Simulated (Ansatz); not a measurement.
**Zr: computed property card**

Zr:
```cif
data_Zr3
_chemical_formula_sum 'Zr3'
_space_group_name_H-M_alt 'P 1'
_space_group_IT_number 1
_cell_length_a 4.97297
_cell_length_b 4.97297
_cell_length_c 3.11159
_cell_angle_alpha 90.000
_cell_angle_beta 90.000
_cell_angle_gamma 120.011
loop_
_space_group_symop_operation_xyz
  'x, y, z'
loop_
_atom_site_label
_atom_site_type_symbol
_atom_site_fract_x
_atom_site_fract_y
_atom_site_fract_z
_atom_site_occupancy
Zr1 Zr 0.00000 0.00000 0.50000 1
Zr2 Zr 0.66668 0.33332 0.00000 1
Zr3 Zr 0.33332 0.66668 0.00000 1
```

Space group P6/mmm (No. 191); conventional cell a = b = 4.973 Å, c = 3.112 Å, α = β = 90.00°, γ = 120.00°.

Method: PBEsol in the plane-wave PAW code Ansatz. The cell and atoms are relaxed at this level. Other levels are named where they apply.

### Cell and energy

* **Volume per atom**: 22.21 Å³
* **Density**: 6.82 g/cm³

### Electronic structure

- Electronic character: metallic (no gap)
- Density of states at the Fermi level: 0.89 states/eV per atom (mean over ±0.08 eV)

This is a known high-pressure phase of the composition, computed here at zero pressure and temperature. Symmetry was held in the PBEsol relaxation; whether a distortion lowers the energy is not shown. No spin polarisation was allowed. Point labels and valley counts follow the cell and symmetry of the run, lower than the named group. Axis ratios of metals converge slowly with the k-mesh, so a and c are less sure than the volume. Scalar-relativistic: spin–orbit coupling is off unless named, which matters more the heavier the elements.

Potentials: the earlier of the program's two PAW sets.
